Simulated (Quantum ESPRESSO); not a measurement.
Band energies of KOH

```
CELL_PARAMETERS angstrom
      5.64683     0.00000     0.00000
      0.00000     3.96830     0.00000
     -3.02031     0.00000     7.24777
ATOMIC_POSITIONS crystal
  H  0.06644 0.38749 0.26556
  H  0.93356 0.61251 0.73444
  H  0.93356 0.88749 0.23444
  H  0.06644 0.11251 0.76556
  O  0.20735 0.22894 0.28740
  O  0.79265 0.77106 0.71260
  O  0.79265 0.72894 0.21260
  O  0.20735 0.27106 0.78740
  K  0.72030 0.24637 0.43483
  K  0.27970 0.75363 0.56517
  K  0.27970 0.74637 0.06517
  K  0.72030 0.25363 0.93483
```

PBEsol (pw.x of Quantum ESPRESSO, ONCV potentials, scalar-relativistic); path ΓYHCEM1AXH1,MDZ,YD; energies in eV from the valence-band maximum.

| k (1/Å) | point | band 28 | band 29 | band 30 | band 31 | band 32 | band 33 | band 34 | band 35 |
|---|---|---|---|---|---|---|---|---|---|
| 0.00 | Γ | -0.46 | -0.46 | -0.42 | -0.32 | 0.00 | 3.86 | 6.00 | 6.85 |
| 0.43 | Y | -0.51 | -0.39 | -0.39 | -0.33 | -0.33 | 5.14 | 5.14 | 6.73 |
| 0.91 | H | -0.58 | -0.45 | -0.44 | -0.31 | -0.13 | 6.11 | 6.13 | 6.20 |
| 0.91 | C | -0.52 | -0.41 | -0.39 | -0.28 | 0.00 | 5.89 | 5.92 | 5.97 |
| 1.10 |  | -0.50 | -0.41 | -0.41 | -0.36 | -0.06 | 6.05 | 6.08 | 6.19 |
| 1.70 | E | -0.50 | -0.49 | -0.49 | -0.42 | -0.42 | 6.37 | 6.37 | 6.97 |
| 1.70 | M1 | -0.52 | -0.48 | -0.48 | -0.43 | -0.43 | 6.46 | 6.46 | 6.83 |
| 1.94 | A | -0.53 | -0.44 | -0.44 | -0.43 | -0.43 | 6.56 | 6.56 | 6.57 |
| 2.26 |  | -0.56 | -0.44 | -0.44 | -0.35 | -0.35 | 6.44 | 6.44 | 6.88 |
| 2.74 | X | -0.62 | -0.42 | -0.42 | -0.34 | -0.34 | 5.98 | 5.98 | 6.63 |
| 2.74 | H1 | -0.58 | -0.45 | -0.44 | -0.31 | -0.13 | 6.11 | 6.13 | 6.20 |
| 3.64 | M | -0.52 | -0.48 | -0.48 | -0.43 | -0.43 | 6.46 | 6.46 | 6.83 |
| 3.95 |  | -0.54 | -0.50 | -0.50 | -0.47 | -0.47 | 6.66 | 6.66 | 6.93 |
| 4.11 | D | -0.55 | -0.51 | -0.51 | -0.47 | -0.47 | 6.83 | 6.83 | 6.87 |
| 4.40 |  | -0.56 | -0.50 | -0.50 | -0.42 | -0.42 | 6.67 | 6.67 | 6.86 |
| 4.55 | Z | -0.56 | -0.50 | -0.50 | -0.41 | -0.41 | 6.64 | 6.64 | 6.79 |
| 4.55 | Y | -0.51 | -0.39 | -0.39 | -0.33 | -0.33 | 5.14 | 5.14 | 6.73 |
| 4.86 |  | -0.51 | -0.40 | -0.40 | -0.34 | -0.34 | 5.58 | 5.58 | 6.83 |
| 5.34 | D | -0.55 | -0.51 | -0.51 | -0.47 | -0.47 | 6.83 | 6.83 | 6.87 |

The PBEsol gap is 3.86 eV and nearly direct: the edges lie at C and Γ, the smallest direct gap within 0.02 eV of it. Another valence extremum on the path lies within 0.02 eV, too close to call.

Geometry of the Materials Project entry, not relaxed at this level.
